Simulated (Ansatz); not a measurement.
A: CsBr (CsCl type), a = b = c = 4.389 Å, α = β = γ = 90.00°
B: PbS (rock salt), a = b = c = 6.0087 Å, α = β = γ = 90.00°
C: SiC (zinc blende), a = 4.3798 Å, b = 4.3798 Å, c = 4.3798 Å, α = 90.00°, β = 90.00°, γ = 90.00°

Scan: energy against volume (even scaling of the relaxed cell, symmetry kept). One method and one kind of scan serve all of them; meshes and ranges differ. All were relaxed with their symmetry unable to fall. Spin-orbit coupling is left out.

Rank these by bulk modulus (fitted) (highest first), as PBE (plane waves to 420 eV, PAW, scalar-relativistic; Ansatz, a first-principles code) gives it.

C (212 GPa), B (52.8 GPa), A (12.2 GPa)

(A scan under strain: stresses follow from slopes of the energy per volume, elastic moduli from its curvatures.)
